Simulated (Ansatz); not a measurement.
Relaxed SrTiO₃ (cubic perovskite):

```
SrTiO3
1.0
    3.93641     0.00000     0.00000
    0.00000     3.93641     0.00000
    0.00000     0.00000     3.93641
Sr Ti O
1 1 3
Direct
  0.00000   0.00000   0.00000
  0.50000   0.50000   0.50000
  0.00000   0.50000   0.50000
  0.50000   0.50000   0.00000
  0.50000   0.00000   0.50000
```

In this cell atom 2 (Ti, nearest neighbour O at 1.968 Å; its periodic images, 3.9 Å or more away, move with it) is moved by s along Cartesian [110], unit vector (0.707, 0.707, 0.000); all other atoms and the cell stay fixed.

Level of theory: PBE (plane waves to 420 eV, PAW, scalar-relativistic; Ansatz, an electronic-structure program). k mesh 7×7×7 (Γ-centred), Fermi-Dirac smearing 0.05 eV. The energy includes the smearing's −TS. SrTiO3 is run without spin polarisation. SrTiO3 was relaxed with its symmetry unable to fall. The zero of ΔE is the undisplaced structure.

Problem. Estimate the ΔE (meV/cell) for s (Å) = -0.200, -0.160, -0.120, -0.080, -0.040, 0.200.

Solution. 
| s (Å) | ΔE (meV/cell) |
|---|---|
| -0.200 | 62.7 |
| -0.160 | 29.4 |
| -0.120 | 11.4 |
| -0.080 | 3.3 |
| -0.040 | 0.5 |
| 0.200 | 62.7 |

(A displaced cell: forces are minus the slopes of the energy, force constants its curvatures, and phonons follow from these.)
